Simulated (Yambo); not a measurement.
Yambo run on SiO$_{2}$ (space group Imma, No. 74). The wavefunctions come from this Quantum ESPRESSO step (PBEsol, PseudoDojo standard norm-conserving files, scalar-relativistic):

```
&CONTROL
  calculation = 'nscf'
  pseudo_dir = './pseudo'
  outdir = './out'
/
&SYSTEM
  ibrav = 0
  nat = 12
  ntyp = 2
  ecutwfc = 84.0
  ecutrho = 336.0
  occupations = 'fixed'
  force_symmorphic = .true.
  nbnd = 315
/
&ELECTRONS
  conv_thr = 1.2000000000000002e-08
  diago_full_acc = .true.
  diago_thr_init = 1e-08
/
ATOMIC_SPECIES
O 15.9990 O.upf
Si 28.0850 Si.upf
CELL_PARAMETERS angstrom
 -2.623335000000   4.776755000000   4.441675000000
  2.623335000000  -4.776755000000   4.441675000000
  2.623335000000   4.776755000000  -4.441675000000
ATOMIC_POSITIONS crystal
O   0.130690000000   0.880690000000   0.250000000000
O   0.869310000000   0.119310000000   0.750000000000
O   0.793180000000   0.500000000000   0.793180000000
O   0.206820000000   0.500000000000   0.206820000000
O   0.206820000000   0.000000000000   0.706820000000
O   0.793180000000   0.000000000000   0.293180000000
O   0.000000000000   0.000000000000   0.000000000000
O   0.500000000000   0.000000000000   0.500000000000
Si   0.929540000000   0.844940000000   0.084600000000
Si   0.070460000000   0.155060000000   0.915400000000
Si   0.260340000000   0.844940000000   0.415400000000
Si   0.739660000000   0.155060000000   0.584600000000
K_POINTS automatic
2 2 2 0 0 0
```

Yambo input:

```
rim_cut
gw0
dyson
el_el_corr
HF_and_locXC
ppa
em1d
RandQpts= 1000000
RandGvec= 1 Ry
EXXRLvcs= 84 Ry
VXCRLvcs= 336 Ry
Chimod= "HARTREE"
% BndsRnXp
 1 | 314 |
%
NGsBlkXp= 7 Ry
% LongDrXp
 1.0 | 1.0 | 1.0 |
%
PPAPntXp= 27.2114 eV
% GbndRnge
 1 | 314 |
%
GTermKind= "BG"
DysSolver= "n"
ExtendOut
% QPkrange
 1 | 1 | 32 | 33 |
 2 | 2 | 32 | 33 |
 3 | 3 | 32 | 33 |
 4 | 4 | 32 | 33 |
 5 | 5 | 32 | 33 |
 6 | 6 | 32 | 33 |
%
```

k points by index: 1 = Γ, 2 = (0, 0, -0.5), 3 = (0, -0.5, 0), 4 = (0, -0.5, -0.5), 5 = (-0.5, -0.5, -0.5), 6 = (-0.5, 1, 0).

The o-*.qp file then holds:

```
#    K-point    Band    Eo [eV]    E [eV]    E-Eo [eV]    Vxc [eV]    Vnlxc [eV]    Sc|Eo [eV]    Sc|E [eV]    dSc/dw|Eo [eV]    Re(Z)    Im(Z)
#
    1    32    0.000000    -1.977987    -1.977987    -20.07672    -26.01022    3.541854    3.955514    -5.690470    0.827046    -0.991930E-3
    1    33    5.601211    6.602266    1.001055    -7.986660    -4.346931    -2.522723    -2.638674    -3.151646    0.896201    -0.671298E-3
    2    32    -0.390517    -2.418524    -2.028007    -19.65338    -25.63741    3.530632    3.956021    -5.707491    0.826618    -0.001001
    2    33    7.799987    8.963696    1.163709    -8.439696    -4.673786    -2.461158    -2.602201    -3.297803    0.891907    -0.880428E-3
    3    32    -0.196824    -2.200631    -2.003808    -19.87698    -25.84142    3.540177    3.960631    -5.709397    0.826570    -0.001004
    3    33    7.713592    9.209670    1.496078    -10.71649    -6.077898    -2.936395    -3.142514    -3.748801    0.878915    -0.725122E-3
    4    32    -0.141141    -2.136644    -1.995502    -19.93866    -25.89966    3.547119    3.965500    -5.704899    0.826683    -0.997391E-3
    4    33    6.579797    7.818780    1.238982    -9.363124    -5.274438    -2.691996    -2.849704    -3.463490    0.887090    -0.719595E-3
    5    32    -0.023361    -2.004527    -1.981167    -20.05406    -25.99007    3.540635    3.954849    -5.688936    0.827084    -0.992754E-3
    5    33    7.524937    8.940481    1.415544    -10.11938    -5.739598    -2.773344    -2.964234    -3.669318    0.881177    -0.773900E-3
    6    32    -0.141141    -2.136549    -1.995408    -19.93866    -25.89965    3.547196    3.965584    -5.705262    0.826674    -0.999138E-3
    6    33    6.579797    7.818751    1.238953    -9.363124    -5.274434    -2.692033    -2.849737    -3.463499    0.887089    -0.719725E-3
```
(The two width columns are left out.) Convergence of these settings isn't established.

Geometry of the Materials Project entry, not relaxed at this level.

This is not the ordinary phase of the substance; no match was found in the copy of COD used, and its stability was not checked.
